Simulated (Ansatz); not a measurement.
**Zn$_{2}$CO$_{4}$ single point**

The input, for Ansatz 0.2.0 (plane waves, PAW):

```yaml
crystal:
  lattice:
    - [0.0, 4.081518, 4.081518]
    - [4.081518, 0.0, 4.081518]
    - [4.081518, 4.081518, 0.0]
  atoms:
    - { symbol: C, position: [0.125, 0.125, 0.125] }
    - { symbol: C, position: [0.875, 0.875, 0.875] }
    - { symbol: Zn, position: [0.5, 0.5, 0.5] }
    - { symbol: Zn, position: [0.0, 0.5, 0.5] }
    - { symbol: Zn, position: [0.5, 0.5, 0.0] }
    - { symbol: Zn, position: [0.5, 0.0, 0.5] }
    - { symbol: O, position: [0.2466, 0.2466, 0.2466] }
    - { symbol: O, position: [0.2398, 0.7534, 0.7534] }
    - { symbol: O, position: [0.2466, 0.2466, 0.7602] }
    - { symbol: O, position: [0.7534, 0.2398, 0.7534] }
    - { symbol: O, position: [0.7602, 0.2466, 0.2466] }
    - { symbol: O, position: [0.7534, 0.7534, 0.7534] }
    - { symbol: O, position: [0.2466, 0.7602, 0.2466] }
    - { symbol: O, position: [0.7534, 0.7534, 0.2398] }
  symmetry: { tolerance: 0.0003 }
kpoints:
  mp_grid: { grid: [6, 6, 6], shift: [0, 0, 0] }
  band_path:
    path:
      - [0.0, 0.0, 0.0]
      - [0.5, 0.0, 0.5]
      - [0.625, 0.25, 0.625]
      - [0.375, 0.375, 0.75]
      - [0.0, 0.0, 0.0]
      - [0.5, 0.5, 0.5]
      - [0.5, 0.25, 0.75]
      - [0.5, 0.0, 0.5]
    npoints: 8
magnetization:
  spin_polarized: false
scf:
  occupations: { method: cold, width: 0.0104 }
  lower_state_search: "off"
  max_iter: 200
hamiltonian:
  pseudopotentials: { kind: paw }
  xc: pbesol
basis:
  ecutwfc: 420
  fft_grid_basis: typed
output:
  forces: true
  stress: true
  eigenvalues: true
  bader: true
  populations: true
  elf: true
  write_potential: true
  volumetric_format: npy
  dos:
    e_range: [-12, 8]
    de: 0.05
    projected: { site_lists: { C: [C], O: [O], Zn: [Zn] } }
checkpoint:
  read: saved_state
```

The saved state is an earlier solution for the same cell, perhaps on another mesh. 

Parts of the output:

```
Pseudopotentials: kind: paw
Pseudopotential: C, paw, valence charge 4, recommended cutoff 420 eV (normal), C.paw.azcp
Pseudopotential: Zn, paw, valence charge 12, recommended cutoff 420 eV (normal), Zn.paw.azcp
Pseudopotential: O, paw, valence charge 6, recommended cutoff 420 eV (normal), O.paw.azcp
Functional definition: PBEsol
  exchange = pbesol_x
  correlation = pbesol_c
Crystal: 14 atoms, lattice volume = 135.986 Å³
Basis set: ecut = 420 eV, 2685 PW (Γ), exchange–correlation on 80×80×80 points (8 copies of the dense FFT grid, shifted against one another)
Bands: 66, of which v1, the nominal top of the filled ones, is band 52 counted from 1 (51 counted from 0)
Symmetry: 48 space group operations
Space group: Fd-3m (ITA 227), of the structure as read, at distance tolerance 1.5e-3 Å
k-points: 16 of 216
Initial density: read from a saved state, or passed on in memory by an earlier SCF of this step, an earlier step, the calling program or the single point that the run made first
Functional: x = pbesol(κ = 0.804, μ = 0.1235), c = pbesol(β = 0.046)
SCF iter   1: F=—  Δρ=1.05e-3  dr2=8.05e-4
SCF iter   2: F=—  S|Δr|=  2.55e-10  Δρ=4.55e-4  dr2=1.88e-4
SCF iter   3: F=—  S|Δr|=  6.28e-11  Δρ=2.54e-4  dr2=5.35e-5
SCF iter   4: F=—  S|Δr|=  3.80e-11  Δρ=9.80e-5  dr2=7.76e-6
SCF iter   5: F=—  S|Δr|=  4.70e-11  Δρ=4.31e-5  dr2=1.94e-6
SCF iter   6: F=-18091.0269 eV  S|Δr|=  2.97e-11  Δρ=1.01e-5  dr2=4.32e-8
Free energy (F): -18091.0269 eV
F+E_penalty+E_count: -18091.0269 eV  (lagrangian_ev)
Harris-Foulkes:  -18091.0269 eV  (|F-HF|=1.71e-7)
Internal energy: -18091.0269 eV  (E = F + TS)
E sigma→0 (E₀):  -18091.0269 eV
Fermi energy:    7.3221 eV
--- Forces (eV/Å), atoms counted from 1 ---
  atom   1  C      0.0000     0.0000     0.0000
  atom   2  C      0.0000     0.0000     0.0000
  atom   3  Zn     0.0000     0.0000     0.0000
  atom   4  Zn     0.0000     0.0000     0.0000
  atom   5  Zn     0.0000     0.0000     0.0000
  atom   6  Zn     0.0000     0.0000     0.0000
  atom   7  O     -2.3033    -2.3033    -2.3033
  atom   8  O      2.3033    -2.3033    -2.3033
  atom   9  O      2.3033     2.3033    -2.3033
  atom  10  O     -2.3033     2.3033    -2.3033
  atom  11  O     -2.3033     2.3033     2.3033
  atom  12  O      2.3033     2.3033     2.3033
  atom  13  O      2.3033    -2.3033     2.3033
  atom  14  O     -2.3033    -2.3033     2.3033
--- Stress (GPa, compression-positive) ---
      -21.8308       0.0000       0.0000
        0.0000     -21.8308       0.0000
        0.0000       0.0000     -21.8308
  P = ⅓ Tr σ = -21.8308 GPa (-218.308 kbar)
--- Löwdin populations: 14 sites ---
  site symbol       q [e]
     0      C      3.4069
     1      C      3.4069
     2     Zn     10.5394
     3     Zn     10.5394
     4     Zn     10.5394
     5     Zn     10.5394
     6      O      6.7832
     7      O      6.7832
     8      O      6.7832
     9      O      6.7832
    10      O      6.7832
    11      O      6.7832
    12      O      6.7832
    13      O      6.7832
  spilling = 0.0073 (of n_electrons = 104.0000)
```

Origin: a known structure type with other elements, at an estimated volume, so it need not be a known compound. Caveats: many states at the Fermi level without spin polarisation, so a magnetic state may lie lower; atoms or cell far from equilibrium.
